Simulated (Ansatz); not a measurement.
SnS:
Space group Cmcm (No. 63); a = 4.0392 Å, b = 11.3108 Å, c = 4.0393 Å, α = β = γ = 90.00°

```tsv
atom	site	symmetry	x	y	z
Sn	4c	m2m	0.0000	0.1235	0.2500
S	4c	m2m	0.0000	0.3523	0.2500
```
(The calculation used a cell of 4 atoms; values per cell refer to that cell.)

Relaxed with PBEsol.

Question: Which orbitals make up the states near the Fermi level in plane-wave PAW PBEsol (Ansatz code)?

Answer: Within 0.5 eV of the Fermi level: Sn 5p 35 %, S 3p 32 %, Sn 5s 28 %. Projections are on Löwdin-orthogonalised atomic valence shells; empty p or d shells of many metals are not among them.

Question: Tabulate the density of states.

Answer: States/eV per cell of 4 atoms, in 0.25 eV bins, energy from the Fermi level.

| E (eV) | total | S 3p | Sn 5p | Sn 5s |
|---|---|---|---|---|
| -7.85 | 1.71 | 0.51 | 0.10 | 1.01 |
| -7.60 | 1.79 | 0.53 | 0.11 | 1.04 |
| -7.35 | 2.06 | 0.65 | 0.14 | 1.14 |
| -7.10 | 1.98 | 0.62 | 0.13 | 1.07 |
| -6.85 | 2.02 | 0.64 | 0.12 | 1.06 |
| -6.60 | 1.22 | 0.36 | 0.06 | 0.65 |
| -6.35 | 0.55 | 0.17 | 0.03 | 0.26 |
| -6.10 | 0.45 | 0.13 | 0.03 | 0.20 |
| -5.85 | 0.74 | 0.32 | 0.18 | 0.17 |
| -5.60 | 1.00 | 0.49 | 0.30 | 0.15 |
| -5.35 | 1.36 | 0.72 | 0.43 | 0.14 |
| -5.10 | 1.46 | 0.79 | 0.48 | 0.12 |
| -4.85 | 1.50 | 0.87 | 0.53 | 0.07 |
| -4.60 | 1.80 | 1.08 | 0.61 | 0.07 |
| -4.35 | 2.24 | 1.38 | 0.74 | 0.07 |
| -4.10 | 2.77 | 1.77 | 0.85 | 0.08 |
| -3.85 | 2.50 | 1.63 | 0.73 | 0.08 |
| -3.60 | 2.51 | 1.69 | 0.67 | 0.09 |
| -3.35 | 2.52 | 1.73 | 0.62 | 0.09 |
| -3.10 | 2.92 | 2.06 | 0.64 | 0.13 |
| -2.85 | 3.15 | 2.34 | 0.56 | 0.16 |
| -2.60 | 3.62 | 2.81 | 0.53 | 0.19 |
| -2.35 | 4.23 | 3.40 | 0.47 | 0.27 |
| -2.10 | 2.46 | 1.75 | 0.35 | 0.32 |
| -1.85 | 1.36 | 0.74 | 0.28 | 0.30 |
| -1.60 | 1.58 | 0.86 | 0.34 | 0.32 |
| -1.35 | 2.61 | 1.50 | 0.52 | 0.47 |
| -1.10 | 2.70 | 1.59 | 0.44 | 0.55 |
| -0.85 | 3.05 | 1.79 | 0.37 | 0.78 |
| -0.60 | 0.64 | 0.32 | 0.10 | 0.19 |
| -0.35 | 0.17 | 0.08 | 0.03 | 0.06 |
| -0.10 | 0.01 | 0.01 | 0.00 | 0.01 |
| 0.15 | 0.04 | 0.00 | 0.03 | 0.01 |
| 0.40 | 0.12 | 0.01 | 0.08 | 0.02 |
| 0.65 | 0.48 | 0.06 | 0.30 | 0.05 |
| 0.90 | 1.39 | 0.18 | 0.89 | 0.11 |
| 1.15 | 1.93 | 0.25 | 1.31 | 0.12 |
| 1.40 | 2.32 | 0.31 | 1.61 | 0.10 |
| 1.65 | 2.21 | 0.35 | 1.48 | 0.10 |
| 1.90 | 2.28 | 0.41 | 1.50 | 0.09 |
| 2.15 | 2.19 | 0.43 | 1.43 | 0.08 |
| 2.40 | 2.62 | 0.51 | 1.75 | 0.09 |
| 2.65 | 2.65 | 0.54 | 1.71 | 0.08 |
| 2.90 | 2.69 | 0.57 | 1.66 | 0.08 |
| 3.15 | 2.70 | 0.60 | 1.61 | 0.08 |
| 3.40 | 2.83 | 0.59 | 1.55 | 0.08 |
| 3.65 | 2.41 | 0.53 | 1.34 | 0.07 |
| 3.90 | 2.35 | 0.52 | 1.33 | 0.06 |
| 4.15 | 2.61 | 0.58 | 1.46 | 0.05 |
| 4.40 | 2.81 | 0.63 | 1.47 | 0.05 |
| 4.65 | 2.36 | 0.52 | 1.21 | 0.05 |

The workflow started from an entry of the Crystallography Open Database (COD, 905 K), which files this formula under 3 space groups. It is not the phase usual at ambient conditions (space group No. 62). The cell was relaxed with PBEsol under the symmetry of its start; whether a distortion lowers the energy is not shown. Spin–orbit coupling is left out wherever it is not named.

Potentials: the later of the program's two PAW sets.
